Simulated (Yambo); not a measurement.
A G0W0@PBEsol run in Yambo for N (space group P6_3/mmc, No. 194) (3×3×2 Γ-centred k mesh, 184 bands and a 8 Ry block in the screening, 184 bands in G with the Bruneval-Gonze terminator, plasmon pole fitted at 27.2 eV) gives these matrix elements, in eV, at the band edges (Γ → K):

```csv
state,E0,<Vxc>,<Σx>,<Σc(E0)>,Z
valence edge,0.000,-17.482,-23.857,2.724,0.841
conduction edge,7.077,-13.812,-7.950,-1.971,0.872
```

Q: Solve the linearised quasiparticle equation for both states, give the gap, and say how exchange and correlation each act on it.

A: E = E0 + Z(Σx + Σc − Vxc). Valence: 0.000 + 0.841 × (-23.857 + (2.724) − (-17.482)) = -3.07 eV. Conduction: 7.077 + 0.872 × (-7.950 + (-1.971) − (-13.812)) = 10.47 eV. The gap is 13.54 eV, against 7.08 eV in PBEsol. Replacing Vxc by bare exchange alone would open it by 12.24 eV; correlation takes back 4.70 eV of that, and Z scales what is left. Nearest settings tried, and what they do to the gap: 113 bands in G: +9 meV; 113 bands in W, 113 bands in G: +25 meV; 7 Ry block (185 vectors against 259): -12 meV; 3×3×1 mesh: +82 meV. So the settings aren't converged at that level. The k mesh is coarse. The mesh misses a band edge: along a dense path the PBEsol gap is 7.02 eV against 7.08 eV on the mesh. 

Geometry relaxed with PBE+D3(BJ); primitive cell a = b = 3.799 Å, c = 7.420 Å, α = β = 90.00°, γ = 120.00°.

The structure is a Materials Project entry; no match was found in the copy of COD used, and its stability was not checked.
